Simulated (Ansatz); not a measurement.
Input and command of a calculation in Ansatz (plane waves; scalar-relativistic PAW potentials unless the input names others):

```yaml
crystal:
  lattice:
    - [0.0, 3.4262734383, 2.9123324225]
    - [3.4262734383, 0.0, 2.9123324225]
    - [3.4262734383, 3.4262734383, 0.0]
  atoms:
    - { symbol: Sn, position: [0.5, 0.5, 0.5] }
    - { symbol: Sn, position: [0.75, 0.75, 0.75] }
basis:
  ecutwfc: 500
kpoints:
  mp_grid: { grid: [14, 14, 14] }
hamiltonian:
  xc: pbe
scf:
  occupations: { method: gaussian, width: 0.15 }
output:
  forces: true
  eigenvalues: true
  stress: true
```

```bash
ansatz run input.yaml --threads 1 --pin off --max-ram 2560MiB --backend cpu --events-out ev --progress --plain --runs-dir out
```

Abridged log:
```
Basis set: ecut = 500 eV, 1707 PW (Γ), exchange–correlation on 72×72×72 points (8 copies of the dense FFT grid, shifted against one another)
Bands: 18, of which v1, the nominal top of the filled ones, is band 14 counted from 1 (13 counted from 0)
Symmetry: 16 space group operations
k-points: 244 of 2744
SCF iter   1: F=—  HF=-12048.294554 eV  |F-HF|=—  |Δ(HF+E_count)|=         —  Δρ=7.00e-4  dr2=2.29e-4  ethr=1.77e-3  ⟨swp⟩=5.6  Hψ=22510  notcnv=0
SCF iter   2: F=—  HF=-12048.293469 eV  |F-HF|=—  |Δ(HF+E_count)|=   1.08e-3  Δρ=5.09e-4  dr2=1.37e-4  ethr=8.19e-7  ⟨swp⟩=2.0  Hψ=9786  notcnv=0
SCF iter   3: F=—  HF=-12048.293504 eV  |F-HF|=—  |Δ(HF+E_count)|=   3.44e-5  Δρ=2.95e-4  dr2=5.12e-5  ethr=4.89e-7  ⟨swp⟩=2.3  Hψ=7861  notcnv=0
SCF iter   4: F=—  HF=-12048.293548 eV  |F-HF|=—  |Δ(HF+E_count)|=   4.40e-5  Δρ=1.02e-4  dr2=5.12e-6  ethr=1.83e-7  ⟨swp⟩=2.0  Hψ=7827  notcnv=0
SCF iter   5: F=—  HF=-12048.293549 eV  |F-HF|=—  |Δ(HF+E_count)|=   1.42e-6  Δρ=4.95e-5  dr2=1.05e-6  ethr=1.83e-8  ⟨swp⟩=3.0  Hψ=7867  notcnv=0
SCF iter   6: F=-12048.293549 eV  HF=-12048.293549 eV  |F-HF|=1.31e-8  |Δ(HF+E_count)|=   4.24e-7  Δρ=7.62e-6  dr2=3.34e-8  ethr=3.57e-10  ⟨swp⟩=4.4  Hψ=20168  notcnv=0
SCF 1 converged in 6 iterations: F = -12048.293549 eV  dr2 = 3.34e-8
SCF converged after 6 iterations
Free energy (F): -12048.293549 eV
Harris-Foulkes:  -12048.293549 eV  (|F-HF|=1.31e-8)
Internal energy: -12048.290519 eV  (E = F + TS)
E sigma→0 (E₀):  -12048.292034 eV
Entropy (-TS):   -0.003029 eV (-1.515 meV/atom)
Fermi energy:    7.847544 eV
--- Forces (eV/Å), atoms counted from 1 ---
  atom   1  Sn     0.00000000     0.00000000     0.00000000
  atom   2  Sn     0.00000000     0.00000000     0.00000000
--- Stress (GPa, compression-positive) ---
        1.821354       0.000000       0.000000
        0.000000       1.821354       0.000000
        0.000000       0.000000       4.866139
  P = ⅓ Tr σ = 2.8363 GPa (28.363 kbar)
```

Apart from outputs and empty bands, the input differs from a reference run on usual settings in hamiltonian.xc: "r2scan" → "pbe". The reference, at the same geometry (not necessarily relaxed), gave pressure 1.29 GPa, largest force 0.000 eV/Å, no gap on the mesh. This run converged in 6 SCF iterations (reference: 6) with a total energy on another zero, pressure 2.84 GPa, largest force 0.000 eV/Å, no gap on the mesh.

It took 38 s on 1 thread of Intel(R) Xeon(R) Processor @ 2.50GHz (Skylake/Cascade Lake), on a shared host, peak memory 0.59 GiB.